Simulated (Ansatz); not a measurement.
Co:
```
Co
1.0
    2.45593     0.00000     0.00000
   -1.22797     2.12690     0.00000
    0.00000     0.00000     3.96777
Co
2
Direct
  0.66667   0.33333   0.25000
  0.33333   0.66667   0.75000
```
The run is spin-polarised; directions of the spins, atom by atom: ↑ ↑.

Relaxed with PBEsol. Special points in fractions of this cell's reciprocal vectors: Γ (0.000, 0.000, 0.000); M (0.500, 0.000, 0.000); K (0.333, 0.333, 0.000); A (0.000, 0.000, 0.500); L (0.500, 0.000, 0.500); H (0.333, 0.333, 0.500).

Task: List the band energies nearest the Fermi level at these points for DFT-PBEsol in the program Ansatz with PAW potentials.

Result: In eV from the Fermi level; about four levels below and three above (degenerate sets whole), none deeper than 8.9 eV; … stands for higher levels left out; points with the same levels are listed once.

```csv
k,below,above
Γ ↑,-1.92 -1.92 -0.71 -0.71 -0.23,…
M ↑,-2.21 -0.57 -0.46 -0.41,1.41 3.50 …
K ↑,-1.92 -0.83 -0.83 -0.70,4.63 …
A ↑,-1.05 -1.05 -1.05 -1.05,…
L ↑,-1.02 -1.02 -0.47 -0.47,1.58 1.58 …
H ↑,-1.88 -1.88 -0.66 -0.66,5.89 5.89 …
Γ ↓,-0.66 -0.66 -0.21 -0.21 -0.21,1.12 1.12 …
M ↓,-2.00 -1.23 -1.13 -0.68,1.26 1.41 1.44
K ↓,-2.87 -1.50 -1.50 -0.36,0.96 0.96 1.14
A ↓,-1.13 -1.13 -1.13 -1.13,0.75 0.75 0.75 0.75
L ↓,-2.58 -2.58 -0.09 -0.09,0.22 0.22 1.37 1.37
H ↓,-1.88 -1.88 -0.22 -0.22,1.15 1.15 6.58 6.58
```

Space group P6_3/mmc (hcp (Mg type)). The cell was relaxed with PBEsol under the symmetry of its start. Spin order of the final state: ferromagnetic, chosen from 5 collinear starts compared on coarse meshes (ties went to the first, and starts can fall back to one state), not a proven ground state. Textbook magnetic order: ferromagnetic.

Potentials: the earlier of the program's two PAW sets. The files were generated under PBE; for other functionals the program regenerates the frozen cores, and for LDA and PBEsol the local potential too.
